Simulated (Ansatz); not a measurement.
TiS2:
```cif
data_S2Ti
_chemical_formula_sum 'Ti1 S2'
_space_group_name_H-M_alt 'P 1'
_space_group_IT_number 1
_cell_length_a 3.31487
_cell_length_b 3.31487
_cell_length_c 5.44224
_cell_angle_alpha 90.000
_cell_angle_beta 90.000
_cell_angle_gamma 120.000
loop_
_space_group_symop_operation_xyz
  'x, y, z'
loop_
_atom_site_label
_atom_site_type_symbol
_atom_site_fract_x
_atom_site_fract_y
_atom_site_fract_z
_atom_site_occupancy
Ti1 Ti 0.00000 0.00000 0.00000 1
S1 S 0.33333 0.66667 0.26112 1
S2 S 0.66667 0.33333 0.73888 1
```

This is the LDA-relaxed structure.

### Question
All from LDA (plane waves, PAW; program Ansatz), unless another level is named. Estimate the vibrational entropy at 300 K.

### Answer
24.9 J/(K·mol of atoms).

### Question
Give the Poisson's ratio.

### Answer
0.20.

### Question
And the highest zone-centre frequency?

### Answer
388 cm^-1.

Space group P-3m1 (CdI2 type). The cell was relaxed with LDA under the symmetry of its start; phonons on a q-mesh show no instability. No spin polarisation was allowed. A crystal of weakly bound layers computed without a dispersion correction: the cell and the soft elastic constants depend strongly on that. As this level gives no gap, phonon frequencies hold no LO–TO term and depend on the k-mesh and smearing (Fermi–Dirac, 0.1 eV here).

Potentials: the later of the program's two PAW sets.
